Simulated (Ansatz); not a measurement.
SiGe (CsCl type, Pm-3m), plane-wave PAW PBE (Ansatz code), all energies at zero smearing, with the estimated change up to a 700 eV cutoff added, with one set of potentials and settings (totals compare only within such a set). Cell of 2 atoms (1 Ge, 1 Si): -4929.769 eV.

| element | reference phase | E (eV/atom) |
|---|---|---|
| Ge | Fd-3m, 2 atoms in the cell | -4294.9847 |
| Si | Fd-3m, 2 atoms in the cell | -635.8096 |

Formation energy per atom, worked out: (-4929.769 − 1×(-4294.9847) − 1×(-635.8096))/2 = 0.513 eV/atom (49 kJ per mol of atoms), at 0 K, without zero-point energy or fitted corrections.

The cell is a constructed one: a structure type filled with these elements; neither database checked (COD, Materials Project) lists it. Whether it is the stable phase at ambient conditions was not checked. Symmetry was held in the PBE relaxation; whether a distortion lowers the energy is not shown. The references are the lowest solids computed at this level, not always the standard phases.

Potentials: the later of the program's two PAW sets.
